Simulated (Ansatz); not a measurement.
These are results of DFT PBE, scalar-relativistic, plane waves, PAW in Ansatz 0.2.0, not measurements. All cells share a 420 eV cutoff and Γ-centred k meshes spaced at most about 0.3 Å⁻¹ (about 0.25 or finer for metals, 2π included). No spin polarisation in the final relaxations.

Each of these unrelaxed guesses is relaxed in cell and atoms within its symmetry. A guess keeps its type if space group and coordination stay and the shape of the cell changes little (axis ratios within about 15 %, angles within 6°); the volume may change.

1. SiN

```
CELL_PARAMETERS angstrom
-1.54985 1.54985 2.41236
1.54985 -1.54985 2.41236
1.54985 1.54985 -2.41236
ATOMIC_POSITIONS crystal
Si 0.00000 0.00000 0.00000
N 0.42800 0.42800 0.00000
```

2. Ge2TeO3

```
CELL_PARAMETERS angstrom
5.52768 0.00000 0.00000
-2.76384 4.78711 0.00000
0.00000 0.00000 4.61283
ATOMIC_POSITIONS crystal
Ge 0.33333 0.66667 0.00000
Ge 0.66667 0.33333 0.00000
Te 0.00000 0.00000 0.50000
O 0.63798 0.00000 0.00000
O 0.00000 0.63798 0.00000
O 0.36202 0.36202 0.00000
```

Task: Which guesses survive the relaxation?

Result: Guess 1 keeps its type.

```tsv
guess	kept	start group	end group	V start (Å³/atom)	V end	b/a and c/a, end over start	nearest neighbours start	nearest neighbours end
1	yes	I4mm	I4mm	11.6	10.0	1.00, 1.00	N 5, Si 5	N 5, Si 5
2	no	P-62m	P6/mmm	20.3	17.7	-	Ge 3, O 2, Te 6	Ge 3, O 2, Te 2
```

Neighbours count within 15 % of an atom's shortest distance; end groups are read at 0.02 Å (0.05 Å in metals).

Spin–orbit coupling, which can matter for Te, is left out. In SiN I4mm an odd number of electrons in the primitive cell allows no gap without spin; a larger cell or a magnetic state could open one. Cells relaxed within their symmetry can be saddle points.
